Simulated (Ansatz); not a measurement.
All numbers below come from DFT PBE, scalar-relativistic, plane waves, PAW in Ansatz. Settings: cutoff 420 eV, Γ-centred meshes spaced at most about 0.3 Å⁻¹, and about 0.25 Å⁻¹ or finer for metals (2π included), Gaussian smearing. No spin polarisation in the final relaxations.

All energies are static (0 K, no zero-point motion). All come from trial cells, and lower structures may exist.

Question: Which of these relaxed structures of ScIn₃As₂ is the lowest in energy?
A.

Space group P4/mmm (No. 123). a = 5.685 Å, b = 5.685 Å, c = 8.082 Å, α = 90.00°, β = 90.00°, γ = 90.00°
```
atom  site  symmetry       x       y       z
  Sc    1a     4/mmm  0.0000  0.0000  0.0000
  In    2f      mmm. 0.0000  0.5000  0.0000
  In    1d     4/mmm  0.5000  0.5000  0.5000
  As    2h       4mm  0.5000  0.5000  0.1818
```

B.

Space group P6mm (No. 183). a = 5.703 Å, b = 5.703 Å, c = 5.328 Å, α = 90.00°, β = 90.00°, γ = 120.00°
```tsv
atom	site	symmetry	x	y	z
Sc	1a	6mm	0.0000	0.0000	0.8328
In	3c	2mm	0.5000	0.5000	0.4751
As	2b	3m.	0.6667	0.3333	0.9677
```

C.

Space group Cmmm (No. 65). a = 6.000 Å, b = 14.021 Å, c = 3.903 Å, α = 90.00°, β = 90.00°, γ = 90.00°
```tsv
atom	site	symmetry	x	y	z
Sc	2a	mmm	0.0000	0.0000	0.0000
In	4j	m2m	0.5000	0.3301	0.5000
In	2b	mmm	0.5000	0.0000	0.0000
As	4j	m2m	0.0000	0.3639	0.5000
```

D.

Space group P6/mmm (No. 191). a = 5.770 Å, b = 5.770 Å, c = 5.154 Å, α = 90.00°, β = 90.00°, γ = 120.00°
| atom | site | symmetry | x | y | z |
| --- | --- | --- | --- | --- | --- |
| Sc | 1a | 6/mmm | 0.0000 | 0.0000 | 0.0000 |
| In | 3g | mmm | 0.5000 | 0.0000 | 0.5000 |
| As | 2c | -6m2 | 0.3333 | 0.6667 | 0.0000 |

Answer: B. It has space group P6mm (No. 183); the next, D, with space group P6/mmm (No. 191), lies 15 meV/atom higher. Counting As atoms around In and Sc (those within 1.25 times the shortest such distance or 1.15 times the sum of covalent radii; the shortest distance is added where it is long for a bond), the lowest has Sc 6, In 4 from 3.1 Å and the next has Sc 6, In 4. Even the lowest lies +0.13 eV/atom against the elements.

The k mesh leaves some 4 meV/atom of noise in the energy of each metallic cell. Cells relaxed within their symmetry can be saddle points. Some types were kept out of the candidates beforehand, so the set may lack a known form.
